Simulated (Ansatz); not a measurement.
The geometry is COD entry 1509562, unchecked; take it as a test cell. The listed cell was then made from it by scaling, straining or moving an atom.

Ti3Ag: DFT, LDA, all-electron PAW with datasets made for the crystal, scalar-relativistic (Ansatz 0.2.0). What sets it apart from a plain run of this crystal: volume scaled by 0.98.

Command: `ansatz run input.yaml --threads 1 --pin off --max-ram 4096MiB --backend cpu --events-out ev --progress --plain --runs-dir out` The run took 63 s on 1 thread of Arm Neoverse V1, on a shared host, peak memory 0.8 GiB.

```yaml
crystal:
  lattice:
    - [4.1588984821, 0.0, 0.0]
    - [0.0, 4.1588984821, 0.0]
    - [0.0, 0.0, 3.9234891341]
  atoms:
    - { symbol: Ti, position: [0.0, 0.5, 0.5] }
    - { symbol: Ti, position: [0.5, 0.0, 0.5] }
    - { symbol: Ti, position: [0.5, 0.5, 0.0] }
    - { symbol: Ag, position: [0.0, 0.0, 0.0] }
kpoints:
  mp_grid: { grid: [9, 9, 9] }
scf:
  occupations: { method: fermi_dirac, width: 0.08 }
hamiltonian:
  xc: lda
  pseudopotentials: { kind: all_electron, datasets: crystal }
output:
  forces: true
  stress: true
  eigenvalues: true
  efg: { contact_densities: true }
```

Output (standing set-up lines are left out):

```
Crystal: 4 atoms, lattice volume = 67.862 Å³
Basis set: ecut = 260 eV, 643 PW (Γ)
iter 1 solved again at ethr=4.22e-2 eV; its pass at ethr=1.00e-1 eV (dr2=2.32e1 eV) is discarded
SCF iter   1: F=—  HF=-214079.425609 eV  |F-HF|=—  |Δ(HF+E_count)|=         —  Δρ=1.56e-1  dr2=2.38e1  ethr=4.22e-2  ⟨swp⟩=2.0  Hψ=15235  notcnv=0
preconditioner: auto → Kerker (q_TF=auto, 2.634 Å⁻¹)  [metal: Δε(μ)=0.016 eV  Ē_g=5.177 eV  σ=0.080 eV  W_gap=0.05  n_scr=18 (ndim 8)  ℏωp=21.6 eV  f_vac=0.000  D(μ)=5.82/eV (n_scr^D=80)]
iter 2 solved again at ethr=2.09e-3 eV; its pass at ethr=4.22e-2 eV (dr2=1.15e0 eV) is discarded
SCF iter   2: F=—  HF=-214077.013882 eV  |F-HF|=—  |Δ(HF+E_count)|=    2.41e0  Δρ=3.71e-2  dr2=1.15e0  ethr=2.09e-3  ⟨swp⟩=2.7  Hψ=12735  notcnv=0  defer=4
SCF iter   3: F=—  HF=-214076.049456 eV  |F-HF|=—  |Δ(HF+E_count)|=   9.64e-1  Δρ=3.06e-2  dr2=1.20e0  ethr=2.09e-3  ⟨swp⟩=3.2  Hψ=8110  notcnv=0
SCF iter   4: F=—  HF=-214076.022046 eV  |F-HF|=—  |Δ(HF+E_count)|=   2.74e-2  Δρ=3.03e-2  dr2=1.16e0  ethr=2.09e-3  ⟨swp⟩=3.0  Hψ=6582  notcnv=0
SCF iter   5: F=—  HF=-214075.925957 eV  |F-HF|=—  |Δ(HF+E_count)|=   9.61e-2  Δρ=8.45e-3  dr2=6.49e-2  ethr=2.09e-3  ⟨swp⟩=2.1  Hψ=6156  notcnv=0
SCF iter   6: F=—  HF=-214076.012462 eV  |F-HF|=—  |Δ(HF+E_count)|=   8.65e-2  Δρ=7.74e-3  dr2=3.74e-2  ethr=1.18e-4  ⟨swp⟩=3.0  Hψ=8041  notcnv=0
SCF iter   7: F=—  HF=-214076.007110 eV  |F-HF|=—  |Δ(HF+E_count)|=   5.35e-3  Δρ=2.71e-3  dr2=8.49e-3  ethr=6.80e-5  ⟨swp⟩=2.3  Hψ=5826  notcnv=0
SCF iter   8: F=—  HF=-214076.009634 eV  |F-HF|=—  |Δ(HF+E_count)|=   2.52e-3  Δρ=4.96e-4  dr2=2.10e-4  ethr=1.54e-5  ⟨swp⟩=3.0  Hψ=5692  notcnv=0
SCF iter   9: F=—  HF=-214076.009927 eV  |F-HF|=—  |Δ(HF+E_count)|=   2.93e-4  Δρ=4.77e-4  dr2=2.12e-4  ethr=3.82e-7  ⟨swp⟩=3.0  Hψ=7208  notcnv=0
SCF iter  10: F=—  HF=-214076.009935 eV  |F-HF|=—  |Δ(HF+E_count)|=   8.53e-6  Δρ=1.16e-4  dr2=1.45e-5  ethr=3.82e-7  ⟨swp⟩=2.0  Hψ=5299  notcnv=0
SCF iter  11: F=—  HF=-214076.009936 eV  |F-HF|=—  |Δ(HF+E_count)|=   7.31e-7  Δρ=1.63e-4  dr2=3.44e-5  ethr=2.64e-8  ⟨swp⟩=3.0  Hψ=6154  notcnv=0
SCF iter  12: F=—  HF=-214076.009934 eV  |F-HF|=—  |Δ(HF+E_count)|=   1.87e-6  Δρ=4.38e-5  dr2=2.31e-6  ethr=2.64e-8  ⟨swp⟩=2.3  Hψ=5336  notcnv=0
iter 13 closing phase opened: the close's accurate solve read dr2=1.00e-7 eV against 1.00e-7 eV; the close is withheld, and while its budget lasts the loop goes on, solving accurately
SCF iter  13: F=-214076.009934 eV  HF=-214076.009934 eV  |F-HF|=7.14e-8  |Δ(HF+E_count)|=   1.58e-7  Δρ=9.65e-6  dr2=9.88e-8  ethr=4.19e-9  ⟨swp⟩=2.2  Hψ=12718  notcnv=0
SCF iter  14: F=—  HF=-214076.009934 eV  |F-HF|=—  |Δ(HF+E_count)|=   1.57e-9  Δρ=9.70e-6  dr2=1.00e-7  ethr=1.00e-12  ⟨swp⟩=1.1  Hψ=3084  notcnv=0
SCF iter  15: F=-214076.009934 eV  HF=-214076.009934 eV  |F-HF|=4.90e-8  |Δ(HF+E_count)|=   7.65e-9  Δρ=5.78e-6  dr2=4.31e-8  ethr=1.67e-12 (applied; sched 1.00e-12)  ⟨swp⟩=3.9  Hψ=7046  notcnv=0
SCF 1 converged in 15 iterations: F = -214076.009949 eV  dr2 = 4.31e-8
  Residual-converged pass: the last iteration was solved by the pass's rule, and is the pass (adopted: true)  max |occ|·‖R‖ = 6.7e-6 eV (tolerance 6.7e-6 eV)  dr2=4.31e-8  dr2_onsite=1.66e-8
  greatest PAW one-centre occupation: 1.006 electrons in one spin orbital (limit 2), on the Ag atom at site 3 (counted from 0), in its partial waves of l = 0
SCF converged after 15 iterations
Free energy (F): -214076.009949 eV
Harris-Foulkes:  -214076.009949 eV  (|F-HF|=4.90e-8)
Internal energy: -214075.856447 eV  (E = F + TS)
E sigma→0 (E₀):  -214075.933198 eV
Entropy (-TS):   -0.153502 eV (-38.376 meV/atom)
Past the cutoff: the bands carry plane waves up to 1.75 times it, of which those up to 1.5 times it add -0.000560 eV an atom, each by itself; the spheres take 0.000268 eV an atom off the energy for waves past 1.75 times it
By the cutoff:   a pressure is off by up to 0.007 GPa (1.2 times the spheres' own share and the shells' term, over an atom's volume, and 0.004 GPa: a bound that held against runs at twice the plane waves)
Past the cutoffs: a stress includes 0.0005 GPa for waves and charges beyond them, in addition to the slope of what the spheres take
In the spheres:  the bands' charges fall short by 2.2e-6 e at most (sound up to 1e-3)
Fermi energy:    15.000481 eV
--- Per-component energies (eV) ---
  The terms above E_closure are by the made datasets' own strengths, without shells solved beside the bands.
--- Forces (eV/Å), atoms counted from 1 ---
  atom   1  Ti     0.00000000     0.00000000     0.00000000
  atom   2  Ti    -0.00000000    -0.00000000     0.00000000
  atom   3  Ti     0.00000000    -0.00000000     0.00000000
  atom   4  Ag    -0.00000000    -0.00000000     0.00000000
  max |Σ_I F_I| component: 2.84e-29 eV/Å
--- Stress (GPa, compression-positive) ---
       -8.647515       0.000000       0.000000
        0.000000      -8.647515       0.000000
        0.000000       0.000000      -6.475788
  P = ⅓ Tr σ = -7.9236 GPa (-79.236 kbar)
--- PAW observables at the nuclei: V_zz in 10²¹ V/m², potentials from the cell's mean, atoms counted from 1 ---
  atom   1  Ti V_zz =    -0.052062   η = 0.9652   by run symmetry: allowed
            electrostatic potential = -2529.497916 V   contact ρ = 56470.277197 e/Å³
  atom   2  Ti V_zz =    -0.052062   η = 0.9652   by run symmetry: allowed
            electrostatic potential = -2529.497916 V   contact ρ = 56470.277197 e/Å³
  atom   3  Ti V_zz =    -0.994609   η = 0.0000   by run symmetry: allowed
            electrostatic potential = -2529.594529 V   contact ρ = 56470.547372 e/Å³
  atom   4  Ag V_zz =    +0.433537   η = 0.0000   by run symmetry: allowed
            electrostatic potential = -7474.810475 V   contact ρ = 944583.946373 e/Å³
--- Band table (eV; the first three rows and the last of 75) ---
  k-point 0: bands = ["-77.3717", "-41.1203", "-41.0153", "-40.9142", "-40.8835", "-40.8797", "-40.8797", "-17.8641", "-17.8641", "-17.8405", "-17.6187", "-17.5832", "-17.5832", "-17.3508", "-17.3508", "-17.2958", "8.3024", "9.3796", "9.4280", "9.7885", "9.7885", "9.8013", "12.1544", "14.4532", "14.4532", "14.4965", "14.7690", "15.0552", "17.1685", "17.1685", "17.2908", "17.2908", "17.3248", "17.8274", "18.1445", "18.2405", "18.4898"]
  k-point 1: bands = ["-77.3716", "-41.1192", "-41.0152", "-40.9193", "-40.8797", "-40.8796", "-40.8796", "-17.8550", "-17.8550", "-17.8299", "-17.6208", "-17.5827", "-17.5827", "-17.3612", "-17.3612", "-17.3115", "8.4467", "9.4426", "9.4660", "9.8104", "9.8104", "9.8185", "12.2371", "14.4668", "14.4668", "14.4883", "14.8430", "14.8966", "16.5182", "16.5182", "17.2777", "17.7046", "17.7046", "17.7865", "17.8183", "18.0881", "18.3979"]
  k-point 2: bands = ["-77.3716", "-41.1162", "-41.0149", "-40.9292", "-40.8796", "-40.8796", "-40.8728", "-17.8301", "-17.8301", "-17.7999", "-17.6260", "-17.5807", "-17.5807", "-17.3897", "-17.3897", "-17.3546", "8.8549", "9.5629", "9.6271", "9.8628", "9.8681", "9.8681", "12.4436", "14.3693", "14.4661", "14.4743", "14.4743", "15.0618", "15.9572", "15.9572", "17.0560", "17.1606", "17.5676", "17.5676", "17.7806", "17.7835", "18.1381"]
  k-point 74: bands = ["-77.3716", "-41.0539", "-41.0507", "-40.9446", "-40.8842", "-40.8797", "-40.8785", "-17.9576", "-17.8514", "-17.8501", "-17.8418", "-17.4929", "-17.4018", "-17.3903", "-17.3873", "-17.2544", "9.5328", "9.5362", "9.5790", "10.2238", "10.3465", "11.3581", "13.6996", "13.8778", "14.0731", "15.0690", "15.1284", "15.1554", "15.4588", "15.6881", "15.8217", "15.8443", "17.2289", "17.3221", "17.5025", "17.5570", "17.6896"]
```

Spin polarisation is left out, and whether a magnetic state lies lower isn't shown here.
